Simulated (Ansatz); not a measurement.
**Relaxation of Y**

These are results of Ansatz, DFT PBEsol, scalar-relativistic, plane waves, PAW, not measurements. Settings: 420 eV cutoff, 18×18×10 k-mesh, Gaussian smearing of 0.10 eV, no spin polarisation.

What was changed: biaxial strain in the a-b plane, c and atoms relaxed: +3.0 %.

Command:

```bash
ansatz run input.yaml --threads 1 --pin off --max-ram 2560MiB --backend cpu --events-out ev --progress --plain --runs-dir out
```

Input:

```yaml
crystal:
  lattice:
    - [3.7054421195, 0.0, 0.0]
    - [-1.8527210598, 3.2090070077, 0.0]
    - [0.0, 0.0, 5.4852164305]
  atoms:
    - { symbol: "Y", position: [0.3333333333, 0.6666666667, 0.25] }
    - { symbol: "Y", position: [0.6666666667, 0.3333333333, 0.75] }
basis:
  ecutwfc: 420
kpoints:
  mp_grid: { grid: [18, 18, 10] }
hamiltonian:
  xc: pbesol
scf:
  occupations: { method: gaussian, width: 0.1 }
output:
  forces: true
  stress: true
  eigenvalues: true
relax:
  adjacent_minimum: "off"
  f_tol: 0.008
  max_steps: 40
  cell: { stress_tol: 0.015, fix: [a, b, gamma] }
```

F is the free energy. Steps run on the plane waves of an earlier cell, but the last one, and at times one on the way, on a freshly chosen basis, so a repeated geometry can differ a little in energy. The held parts of the cell keep their stress, so P needn't end at zero.

Steps:

| step | F − F(1) (eV) | largest force component (eV/Å) | V (Å³/atom) | P (GPa) |
| --- | --- | --- | --- | --- |
| 1 | 0.0000 | 0.000 | 32.612 | -1.60 |
| 2 | -0.0001 | 0.000 | 32.694 | -1.70 |
| 3 | -0.0001 | 0.000 | 32.705 | -1.71 |
| 4 | -0.0001 | 0.000 | 32.705 | -1.71 |

Relaxed structure:

```cif
data_structure
_symmetry_space_group_name_H-M 'P 1'
_symmetry_Int_Tables_number 1
_cell_length_a 3.7054
_cell_length_b 3.7054
_cell_length_c 5.5008
_cell_angle_alpha 90.000
_cell_angle_beta 90.000
_cell_angle_gamma 120.000
_cell_volume 65.41
loop_
_atom_site_label
_atom_site_type_symbol
_atom_site_fract_x
_atom_site_fract_y
_atom_site_fract_z
_atom_site_occupancy
Y1 Y 0.33333 0.66667 0.25000 1
Y2 Y 0.66667 0.33333 0.75000 1
```

It takes space group P6_3/mmc (No. 194, hexagonal). The conventional cell has a = 3.705 Å, b = 3.705 Å, c = 5.501 Å, α = 90.00°, β = 90.00°, γ = 120.00°. Y (site symmetry -6m2) is surrounded by 12 Y at 3.48 to 3.71 Å.

The run converged. Time: 32 s on 1 thread of Arm Neoverse V2, on a shared host, peak memory 0.47 GiB.